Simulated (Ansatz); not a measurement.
Cu Kα1 powder pattern (kinematic, no thermal factors).
2θ (°) (relative intensity): 13.08 (32), 19.67 (13), 26.33 (7), 32.63 (8), 33.08 (4), 33.31 (15), 35.29 (14), 38.39 (100), 39.95 (22), 42.40 (8), 46.82 (28), 46.98 (1), 47.15 (6), 47.33 (6), 48.82 (6), 51.25 (5), 52.50 (5), 54.20 (1), 54.51 (4), 58.37 (3), 58.52 (4), 63.20 (22), 64.71 (3), 68.37 (8), 68.49 (2), 68.77 (2), 69.96 (2), 71.52 (15), 71.92 (2), 74.37 (2), 74.64 (2), 77.83 (2), 78.08 (2), 78.21 (3), 78.83 (1), 79.35 (3), 80.84 (1), 81.23 (21), 82.23 (10), 83.85 (2), 86.20 (2), 86.70 (1), 87.08 (1), 87.21 (3), 87.94 (1)

The pattern is computed from a structure relaxed with DFT PBE, scalar-relativistic, plane waves, PAW (Ansatz). No spin polarisation. Its elements are Ti, W.

Question: Give the structure.

Answer: Ti₅W.
Space group P4/mmm (No. 123). a = 2.742 Å, b = 2.742 Å, c = 13.529 Å, α = 90.00°, β = 90.00°, γ = 90.00°
```
atom  site  symmetry       x       y       z
  Ti    2g       4mm  0.0000  0.0000  0.6647
  Ti    2h       4mm  0.5000  0.5000  0.8320
  Ti    1d     4/mmm  0.5000  0.5000  0.5000
   W    1a     4/mmm  0.0000  0.0000  0.0000
```

A pattern alone doesn't exclude other cells with like lines; this is the one computed.

Another cell of Ti5W relaxed alike, in Cmmm, lies 49 meV/atom lower, so this cell isn't the stable form at this level.

The cell was found from a structure generator's guess, not taken from experiment.
